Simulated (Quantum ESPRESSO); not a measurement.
Inputs of pw.x and gipaw.x (a modified build of Quantum ESPRESSO, PBE) for KBr; the starting potential comes from an earlier run on another mesh:

```
&CONTROL
  calculation = 'scf'
  prefix = 'x'
  pseudo_dir = './pseudo'
  outdir = './out'
  tprnfor = .true.
/
&SYSTEM
  ibrav = 0
  nat = 2
  ntyp = 2
  ecutwfc = 40
  ecutrho = 160
  occupations = 'fixed'
  nbnd = 8
/
&ELECTRONS
  conv_thr = 1e-11
  startingpot = 'file'
/
ATOMIC_SPECIES
K 39.098 K.GGA_PBE-JTH.UPF
Br 79.904 Br.GGA_PBE-JTH.UPF
CELL_PARAMETERS angstrom
    0.000000000000     3.294540000000     3.294540000000
    3.294540000000     0.000000000000     3.294540000000
    3.294540000000     3.294540000000     0.000000000000
ATOMIC_POSITIONS crystal
K      0.000000000000     0.000000000000     0.000000000000
Br     0.500000000000     0.500000000000     0.500000000000
K_POINTS automatic
4 4 4 1 1 1
```

```
&INPUTGIPAW
  job = 'nmr'
  prefix = 'x'
  tmp_dir = './out/'
  restart_mode = 'from_scratch'
  pawproj(1) = .true.
  pawproj(2) = .true.
  use_nmr_macroscopic_shape = .false.
/
```

The cell comes from the Materials Project (a computed structure). It is KBr in Fm-3m. Stability against distortions was not tested.

Task: Give the final section of the GIPAW output.

Result: 
```
     Total NMR chemical shifts in ppm: ---------------------------------------
     (adopting the Simpson convention for anisotropy and asymmetry)-----------

     Atom  1  K   pos: (  0.000000  0.000000  0.000000)  Total sigma:        1141.82
          1141.8214          0.0000         -0.0000
             0.0000       1141.8214          0.0000
            -0.0000          0.0000       1141.8214

     K       1    anisotropy:     -0.00    eta:    0.0000
     K       1    sigma_11=   1141.82
     K       1    sigma_22=   1141.82
     K       1    sigma_33=   1141.82

     Atom  2  Br  pos: (  0.707107  0.707107  0.707107)  Total sigma:        2644.39
          2644.3931          0.0000          0.0000
             0.0000       2644.3931          0.0000
             0.0000          0.0000       2644.3931

     Br      2    anisotropy:      0.00    eta:    0.0000
     Br      2    sigma_11=   2644.39
     Br      2    sigma_22=   2644.39
     Br      2    sigma_33=   2644.39
```
The printed anisotropy is 3/2 (σ_33 − σ_iso) in the program's own order; the axes are left out here. All sites are cubic, so the anisotropy vanishes by symmetry. Shieldings are absolute and leave out the bulk-susceptibility term; a larger σ means a smaller chemical shift. In our sweeps, cutoffs and meshes of this size left a few ppm, and up to some 20 ppm on atoms from Zn on. No spin–orbit coupling; Br is the heaviest element present. The datasets of Br hold no d projectors, which limits absolute σ on these atoms. Static lattice: thermal averaging is not included.
